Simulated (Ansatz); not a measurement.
Relaxed-ion elastic tensor of BRh (NiAs type, P6_3/mmc) in GPa (Voigt order), plane-wave PAW PBEsol (Ansatz code); density 9.48 g/cm³, 9.96 Å³ per atom.

```tsv
	1	2	3	4	5	6
1	468	220	260	0.0	0.0	0.0
2	220	468	260	0.0	0.0	0.0
3	260	260	331	0.0	0.0	0.0
4	0.0	0.0	0.0	168	0.0	0.0
5	0.0	0.0	0.0	0.0	168	0.0
6	0.0	0.0	0.0	0.0	0.0	124
```

Q: Is the crystal mechanically stable?

A: Yes: the smallest eigenvalue of C is 101 GPa.

Q: Work out the Voigt, Reuss and Hill averages.

A: K_V = 305, K_R = 298, K_H = 302; G_V = 127, G_R = 105, G_H = 116 GPa.

Q: Give Young's modulus, Poisson's ratio, Pugh's ratio and the universal anisotropy index.

A: E = 9KG/(3K + G) = 308 GPa; ν = 0.33; K/G = 2.60 (ductile by the Pugh limit of 1.75); A_U = 5G_V/G_R + K_V/K_R − 6 = 1.10.

Q: Estimate the sound speeds and the Debye temperature.

A: v_l = √((K + 4G/3)/ρ) = 6940 m/s, v_t = √(G/ρ) = 3500 m/s, mean 3920 m/s; Θ = (h/k)(3n/4πV)^(1/3) v_m = 542 K.

Q: Solve the Christoffel equation for the three sound speeds along x, y, z.

A: Eigenvalues of C_ijkl n_j n_l equal ρv². In km/s, slowest first: x 3.62, 4.21, 7.03; y 3.62, 4.21, 7.03; z 4.21, 4.21, 5.91.

Q: How much does each axis shrink under pressure?

A: Linear compressibilities β_i = Σ_j S_ij (j = 1 to 3): x 0.77, y 0.77, z 1.8 per TPa.

The first step of the workflow began from a Materials Project structure, measured or hypothetical; the Crystallography Open Database copy checked does not list it. Whether it is the stable phase at ambient conditions was not checked. The cell was relaxed with PBEsol under the symmetry of its start; whether a distortion lowers the energy is not shown. No spin polarisation was allowed. As this level gives no gap, shear constants depend on the k-mesh and smearing (Fermi–Dirac, 0.1 eV here).

Potentials: the later of the program's two PAW sets.
